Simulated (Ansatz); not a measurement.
Data:

ZrS:
```cif
data_S4Zr4
_chemical_formula_sum 'Zr4 S4'
_space_group_name_H-M_alt 'Fm-3m'
_space_group_IT_number 225
_space_group_name_Hall '-F 4 2 3'
_cell_length_a 5.22429
_cell_length_b 5.22429
_cell_length_c 5.22429
_cell_angle_alpha 90.000
_cell_angle_beta 90.000
_cell_angle_gamma 90.000
loop_
_atom_site_label
_atom_site_type_symbol
_atom_site_symmetry_multiplicity
_atom_site_Wyckoff_symbol
_atom_site_fract_x
_atom_site_fract_y
_atom_site_fract_z
_atom_site_occupancy
Zr1 Zr 4 a 0.00000 0.00000 0.00000 1
S1 S 4 b 0.50000 0.50000 0.50000 1
```
(The calculation used a cell of 2 atoms; values per cell refer to that cell.)

This is the r²SCAN-relaxed structure.

All from plane-wave PAW r²SCAN (Ansatz code), unless another level is named. Give the Poisson's ratio.

0.32.

And the elastic constants (relaxed ions, GPa)?

C11 = 329, C12 = 45.7, C44 = 29.4.

The workflow started from an entry of the Crystallography Open Database (COD), which files this formula under 2 space groups. Whether it is the stable phase at ambient conditions was not checked. The cell was relaxed with r²SCAN under the symmetry of its start; of distortions, only those at the zone centre were tested. The run is not spin-polarised. As this level gives no gap, shear constants depend on the k-mesh and smearing (Fermi–Dirac, 0.1 eV here).

Potentials: the later of the program's two PAW sets.
